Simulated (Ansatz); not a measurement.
## BeNi₃: pressure against volume

BeNi₃, Pm-3m, a = 3.399 Å. The structure is a Materials Project entry; whether it is the stable form wasn't checked. Ansatz: r2SCAN, PAW, 500 eV, Γ-centred 12×12×12 mesh on 4 atoms, Gaussian smearing 0.10 eV; collinear spin, largest moment 0.5 μB. Symmetry fixes shape and atoms, so the cell is only scaled; pressure is positive in compression.

```tsv
V (Å³/atom)	P (GPa)
9.227	14.82
9.522	6.78
9.816	-0.01
10.111	?
10.405	-10.63
```

Problem. Take V0 = 9.816 Å³/atom, count pressures from its P0 = -0.01 GPa, fit the third-order Birch–Murnaghan form to the other rows, and predict the missing pressure.

Solution. With the Eulerian strain f = ½[(V0/V)^(2/3) − 1] and y = (P − P0)/[3f(1 + 2f)^(5/2)], the form is the line y = B0 + 1.5 B0 (B0′ − 4) f. Rows (f, y): 0.02106, 211.7; 0.01024, 210.1; -0.01905, 204.8. Means f = 0.004083, y = 208.87; Σ(Δf)² = 0.0008613, ΣΔfΔy = 0.1498; the slope is their ratio. y = 208.2 + 173.9 f GPa, so B0 = 208.2 GPa and B0′ = 4 + 2 × (173.9)/(3 × 208.2) = 4.56. At V = 10.111, f = -0.00977, y = 206.50 and P = -5.77 GPa. The run gave -5.76 GPa, so the fit is 0.01 GPa too low, within twice the rms miss on the fitted rows (0.007 GPa).

The state reached may not be the lowest one.